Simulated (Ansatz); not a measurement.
## SiSn₇: zone-centre modes

The calculation used DFT PBE, scalar-relativistic, plane waves, PAW in Ansatz. Cutoff 420 eV, 6×6×6 k-points (Γ-centred), Gaussian smearing of 0.10 eV. No spin polarisation. Phonons by linear response, acoustic sum rule imposed.

Equilibrium structure at this level:
```xyz
8
Lattice="6.5060 0.0000 0.0000 0.0000 6.5060 0.0000 0.0000 0.0000 6.5060" Properties=species:S:1:pos:R:3 pbc="T T T"
Si    0.0000    0.0000    0.0000
Sn    0.0000    3.2530    3.2530
Sn    1.5522    4.9538    4.9538
Sn    3.2530    0.0000    3.2530
Sn    4.9538    1.5522    4.9538
Sn    4.9538    4.9538    1.5522
Sn    3.2530    3.2530    0.0000
Sn    1.5522    1.5522    1.5522
```

The structure comes from a proposed guess, relaxed at this level; another structure or a mixture of phases may lie lower. In a metal, frequencies depend on the k mesh and the smearing, soft modes most. Spin–orbit coupling is left out, which matters for heavy elements.

Question: Is this structure stable against zone-centre distortions?

Answer: Yes, at Γ: no optical mode is imaginary. Strains and other wave vectors aren't tested by this run.

Question: List the optical modes at Γ (i marks imaginary ones).

Answer:
| frequency (cm⁻¹) | degeneracy |
| --- | --- |
| 39 | 3 |
| 47 | 3 |
| 142 | 1 |
| 148 | 2 |
| 155 | 3 |
| 173 | 3 |
| 174 | 3 |
| 284 | 3 |
